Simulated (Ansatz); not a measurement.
In PBEsol (plane waves, PAW; program Ansatz), Bi in the simple cubic structure (Pm-3m) relaxes to a = 3.219 Å. Bi has 6 nearest neighbours from 3.22 Å (octahedral).

Electronic character: metallic (no gap). Gap from PBEsol with spin–orbit coupling: none (metallic).

The bulk modulus is 53.4 GPa. The relaxed-ion elastic constants in GPa are C11 = 130, C12 = 15.7, C44 = 5.7. The elastic constants imply a Debye temperature near 135 K.

The start of the workflow was typed in or built on a structure type; neither database checked (COD, Materials Project) lists it. It is not the phase usual at ambient conditions (space group No. 166). The PBEsol relaxation kept the symmetry of its start; whether a distortion lowers the energy is not shown. As this level gives no gap, shear constants depend on the k-mesh and smearing (Fermi–Dirac, 0.1 eV here). Scalar-relativistic: spin–orbit coupling is off unless named, which matters more the heavier the elements.

Potentials: the earlier of the program's two PAW sets. The files were generated under PBE; for other functionals the program regenerates the frozen cores, and for LDA and PBEsol the local potential too.
